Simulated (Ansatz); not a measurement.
## WS2 with arsenic replacing S: gradients before and after relaxing the atoms

Start: a supercell of WS2 (space group P6_3/mmc) built from a COD entry (the entry's cell lengths or inner coordinates differ somewhat from later room-temperature determinations), with all atoms left at the host's positions.

```cif
data_structure
_symmetry_space_group_name_H-M 'P 1'
_symmetry_Int_Tables_number 1
_cell_length_a 9.5400
_cell_length_b 9.5400
_cell_length_c 12.5000
_cell_angle_alpha 90.000
_cell_angle_beta 90.000
_cell_angle_gamma 120.000
_cell_volume 985.23
loop_
_atom_site_label
_atom_site_type_symbol
_atom_site_fract_x
_atom_site_fract_y
_atom_site_fract_z
_atom_site_occupancy
W1 W 0.11111 0.22222 0.25000 1
W2 W 0.11111 0.55556 0.25000 1
W3 W 0.11111 0.88889 0.25000 1
W4 W 0.44444 0.22222 0.25000 1
W5 W 0.44444 0.55556 0.25000 1
W6 W 0.44444 0.88889 0.25000 1
W7 W 0.77778 0.22222 0.25000 1
W8 W 0.77778 0.55556 0.25000 1
W9 W 0.77778 0.88889 0.25000 1
W10 W 0.22222 0.11111 0.75000 1
W11 W 0.22222 0.44444 0.75000 1
W12 W 0.22222 0.77778 0.75000 1
W13 W 0.55556 0.11111 0.75000 1
W14 W 0.55556 0.44444 0.75000 1
W15 W 0.55556 0.77778 0.75000 1
W16 W 0.88889 0.11111 0.75000 1
W17 W 0.88889 0.44444 0.75000 1
W18 W 0.88889 0.77778 0.75000 1
As19 As 0.11111 0.22222 0.62500 1
S20 S 0.11111 0.55556 0.62500 1
S21 S 0.11111 0.88889 0.62500 1
S22 S 0.44444 0.22222 0.62500 1
S23 S 0.44444 0.55556 0.62500 1
S24 S 0.44444 0.88889 0.62500 1
S25 S 0.77778 0.22222 0.62500 1
S26 S 0.77778 0.55556 0.62500 1
S27 S 0.77778 0.88889 0.62500 1
S28 S 0.22222 0.11111 0.12500 1
S29 S 0.22222 0.44444 0.12500 1
S30 S 0.22222 0.77778 0.12500 1
S31 S 0.55556 0.11111 0.12500 1
S32 S 0.55556 0.44444 0.12500 1
S33 S 0.55556 0.77778 0.12500 1
S34 S 0.88889 0.11111 0.12500 1
S35 S 0.88889 0.44444 0.12500 1
S36 S 0.88889 0.77778 0.12500 1
S37 S 0.11111 0.22222 0.87500 1
S38 S 0.11111 0.55556 0.87500 1
S39 S 0.11111 0.88889 0.87500 1
S40 S 0.44444 0.22222 0.87500 1
S41 S 0.44444 0.55556 0.87500 1
S42 S 0.44444 0.88889 0.87500 1
S43 S 0.77778 0.22222 0.87500 1
S44 S 0.77778 0.55556 0.87500 1
S45 S 0.77778 0.88889 0.87500 1
S46 S 0.22222 0.11111 0.37500 1
S47 S 0.22222 0.44444 0.37500 1
S48 S 0.22222 0.77778 0.37500 1
S49 S 0.55556 0.11111 0.37500 1
S50 S 0.55556 0.44444 0.37500 1
S51 S 0.55556 0.77778 0.37500 1
S52 S 0.88889 0.11111 0.37500 1
S53 S 0.88889 0.44444 0.37500 1
S54 S 0.88889 0.77778 0.37500 1
```

Atoms are numbered from 1 in the order listed; like atoms form one site, named after its first atom.

The numbers come from a DFT calculation in Ansatz (PBE, plane waves and PAW, scalar-relativistic, 420 eV cutoff, Γ-centred 3×3×2 k-points, Fermi–Dirac smearing 0.01 eV, cell charge -1).

The largest force at the start is 4.0 eV/Å. Relaxing the ions at fixed cell moves them by 0.207 Å at most (atom 19, As) and 0.030 Å rms.

```csv
site,atom,moved (Å),first shell before,first shell after,V_zz before (10²¹ V/m²),η before
W1,1,0.000,6 S at 2.41 Å,6 S at 2.42 Å,-18.40,0.00
W2,2,0.004,6 S at 2.41 Å,6 S at 2.42 Å,-18.00,0.01
W6,6,0.003,6 S at 2.41 Å,6 S at 2.42 Å,-18.04,0.00
W10,10,0.010,"5 S at 2.41 Å, 1 As at 2.41 Å","5 S at 2.41–2.42 Å, 1 As at 2.56 Å",-22.4,0.03
W12,12,0.019,6 S at 2.41 Å,6 S at 2.41–2.42 Å,-17.12,0.20
W14,14,0.010,6 S at 2.41 Å,6 S at 2.41–2.42 Å,-16.86,0.13
As,19,0.207,3 W at 2.41 Å,3 W at 2.56 Å,-13.34,0.00
S37,37,0.007,3 W at 2.41 Å,3 W at 2.41 Å,-4.78,0.00
S42,42,0.020,3 W at 2.41 Å,3 W at 2.41 Å,-4.53,0.00
S46,46,0.006,3 W at 2.41 Å,3 W at 2.42 Å,-4.69,0.01
```

Problem. What are V_zz and η after the relaxation?

Solution. 

```csv
site,atom,V_zz after,η after,change of V_zz
W1,1,-17.95,0.00,+0.45
W2,2,-17.56,0.00,+0.44
W6,6,-17.65,0.00,+0.39
W10,10,-18.52,0.02,+3.87
W12,12,-17.00,0.17,+0.12
W14,14,-16.42,0.16,+0.44
As,19,-10.65,0.00,+2.69
S37,37,-4.57,0.00,+0.21
S42,42,-4.49,0.00,+0.04
S46,46,-4.40,0.02,+0.29
```

The largest change of V_zz is on W10, from -22.4 to -18.52. In per cent, |V_zz| changes by -17 to -1 on W, -20 on As, -6 to -1 on S (all sites that start above 0.5). The table leaves out 11 of the 21 sites, with |V_zz| up to 18.11; their tensors move by 0.32 at most along any direction. The statements above cover all sites. The host's own positions weren't relaxed first, so part of the change far from the defect can be the host's relaxation.

The defect repeats with the cell of 54 atoms, so it feels its images: sites between two images don't show the values beside a lone defect, and zeros or small values of η there can come from the images' arrangement. S and W carry a gradient in the pure host already, so the values there aren't the defect's effect alone. A uniform background compensates the cell's charge. Without spin–orbit coupling the gradients at and beside W can be off by some per cent, at some sites by more.
Before: The neighbours have not yet relaxed around the defect (largest force 4.0 eV/Å), so the values at and beside it are those of a strained start, not of the defect in a real crystal.
After: The relaxation keeps the site symmetry 3m of the start, so the impurity can move only along its axis; a start off the site could end lower.
